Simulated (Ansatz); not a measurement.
**How long does this Ansatz run take?**

```yaml
crystal:
  lattice:
    - [2.38025, 1.3742379782, 4.3318666667]
    - [-2.38025, 1.3742379782, 4.3318666667]
    - [0.0, -2.7484759565, 4.3318666667]
  atoms:
    - { symbol: Al, position: [0.35216, 0.35216, 0.35216] }
    - { symbol: Al, position: [0.14784, 0.14784, 0.14784] }
    - { symbol: Al, position: [0.64784, 0.64784, 0.64784] }
    - { symbol: Al, position: [0.85216, 0.85216, 0.85216] }
    - { symbol: O, position: [0.55668, 0.94332, 0.25] }
    - { symbol: O, position: [0.25, 0.55668, 0.94332] }
    - { symbol: O, position: [0.94332, 0.25, 0.55668] }
    - { symbol: O, position: [0.44332, 0.05668, 0.75] }
    - { symbol: O, position: [0.75, 0.44332, 0.05668] }
    - { symbol: O, position: [0.05668, 0.75, 0.44332] }
kpoints:
  mp_grid: { grid: [5, 5, 5] }
scf:
  occupations: { method: fermi_dirac, width: 0.02 }
hamiltonian:
  xc: pbe
  pseudopotentials: { kind: paw }
output:
  forces: true
  stress: true
  populations: true
  efg:
    quadrupole_moments_barn: { Al: 0.1466, O: -0.02558 }
    contact_densities: true
relax:
  f_tol: 0.02
  max_steps: 60
```

```sh
ansatz run input.yaml --threads 1 --pin off --max-ram 3072MiB --backend cpu --events-out ev --progress --plain --runs-dir out
```

It runs on 1 thread of Arm Neoverse V1 (aarch64; 8 cores open to the job, memory cap 3.0 GiB, no GPU), a shared host with a load of 0.5 a core.

Question: Estimate the wall time and the peak memory.

Answer: About 9.1 s of wall time (9.1 s of CPU time) and 0.37 GiB. The run holds 48 valence electrons in 34 bands, about 1653 plane waves a k-point and 19 irreducible k-points, and took 12 SCF iterations, over 3 ionic steps. Times on a shared host vary by tens of per cent.
